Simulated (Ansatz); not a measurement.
## LuTl3, one cell by several methods

```
Lu Tl
1.0
     4.65300    0.02327    0.02327
     0.02327    4.65300    0.02327
     0.02327    0.02327    4.65300
Lu Tl
1 3
Direct
  0.00000 0.00000 0.00000
  0.00000 0.50000 0.50000
  0.50000 0.00000 0.50000
  0.50000 0.50000 0.00000
```

Atoms are numbered in the order listed.

The conventional cell has a = 6.547 Å, b = 6.547 Å, c = 8.140 Å, α = 90.00°, β = 90.00°, γ = 120.00°. Around Lu (atom 1) lie 12 Tl at 3.27 to 3.31 Å. Tl (atom 2) has 8 Tl at 3.27 to 3.31 Å and 4 Lu at 3.27 to 3.31 Å as nearest neighbours.

The cell is COD entry 1538927, as deposited and not checked against the literature; nothing was relaxed. The listed cell was then made from it by scaling, straining or moving an atom.

Spin–orbit coupling is left out, though it moves levels of the heavy atoms by tenths of an eV or more.

All numbers are computed: DFT, PBEsol, PAW with Ansatz's default frozen-core files, scalar-relativistic (Ansatz 0.2.0); DFT, PBEsol, all-electron PAW with datasets made for the crystal, scalar-relativistic (Ansatz 0.2.0); DFT, PBEsol, all-electron LAPW, scalar-relativistic (Ansatz 0.2.0).

For PAW: a Γ-centred 7×7×7 k mesh, Fermi–Dirac smearing of 0.08 eV, cutoff 420 eV, no spin polarisation; the PAW files were made with PBE, and the program remakes their frozen cores for this functional. The crystal-made all-electron datasets (AE datasets) take a cutoff of 340 eV at this cell. LAPW targets a basis error of 1 meV/atom. The Ansatz runs share mesh, smearing and spin set-up. Plane-wave (PAW) pressures include the program's estimate of the Pulay term.

Stress and pressure are positive in compression.

The change that made this cell: equal xy, yz and zx engineering shear strains of +1 %.

Spin–orbit coupling is left out, which moves gradients at and beside heavy atoms by some per cent and at worst by a factor of two.

In a metal, gradients converge slowly with the k mesh: the values move by tens of per cent from one mesh to another, at times in sign, so only the comparison on one mesh counts.

```
                                               quantity    PAW  AE datasets   LAPW
                                         pressure (GPa)  -0.30        -0.29  -0.29
                                        stress yz (GPa)  -0.20        -0.20  -0.20
                                        stress xz (GPa)  -0.20        -0.20  -0.20
                                        stress xy (GPa)  -0.20        -0.20  -0.20
largest principal field gradient Vzz at Lu1 (10²¹ V/m²)   1.48         1.56      –
largest principal field gradient Vzz at Tl2 (10²¹ V/m²)  25.46        25.40      –
```

PAW's pressure differs from the LAPW value by about 0.01 GPa or less. Datasets made for the crystal and LAPW share parts of one code, so their agreement isn't an independent check.
